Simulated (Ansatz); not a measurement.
# Li, fcc: geometry optimisation

These are results of DFT, LDA (PW92), plane waves (420 eV) with PAW, scalar-relativistic (Ansatz 0.2.0), not measurements. The PAW files were generated under PBE, with cores re-solved for the functional.

k-point mesh 12×12×12, Fermi-Dirac smearing 0.1 eV, no spin polarisation. Cell and atoms relax.

Starting structure:

```cif
data_structure
_symmetry_space_group_name_H-M 'P 1'
_symmetry_Int_Tables_number 1
_cell_length_a 3.1264
_cell_length_b 3.1264
_cell_length_c 3.1264
_cell_angle_alpha 60.000
_cell_angle_beta 60.000
_cell_angle_gamma 60.000
_cell_volume 21.61
loop_
_atom_site_label
_atom_site_type_symbol
_atom_site_fract_x
_atom_site_fract_y
_atom_site_fract_z
_atom_site_occupancy
Li1 Li 0.00000 0.00000 0.00000 1
```

What cell does the relaxation end in?

Fm-3m with a = 4.235 Å; 18.99 Å³ per atom against 21.61 at the start (-12.1 %).

How much energy does the relaxation gain?

14.2 meV per atom.
